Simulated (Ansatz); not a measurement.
A geometry of Ni away from equilibrium: step 13 of the relaxation of a generated cell, Ni built in the AFLOW prototype A_hR2_166_c (A7, as in As). Calculation: PBE (plane waves to 420 eV, PAW, scalar-relativistic; Ansatz, a program for electronic structure). Γ-centred k-mesh 13×13×13 on the run's cell (coarser than for final values), Fermi–Dirac smearing 0.05 eV.

```xyz
2
Lattice="1.2901 0.7448 3.6064 -1.2901 0.7448 3.6064 0.0000 -1.4897 3.6064" Properties=species:S:1:pos:R:3:forces:R:3 pbc="T T T" free_energy=-11679.132 pressure_GPa=15.9
Ni     0.0000     0.0000     2.7048    0.0000    0.0000    0.0001
Ni     0.0000     0.0000     8.1143    0.0000    0.0000   -0.0001
```

Positions in Å, forces in eV/Å, free energy of the cell in eV (comparable only within this code, potentials and settings). Largest force: all forces are below 0.005 eV/Å; the geometry lies 0.17 eV/atom above the end of its relaxation.

Spin-polarised start, with parallel moments on Ni.

Spin state reached: ferromagnetic (net 0.63 μB/atom), from parallel starting moments; other spin orders were not run from this start.

The run could not lose the symmetry of its start; a randomly shaken copy of 2 atoms returns to this structure.
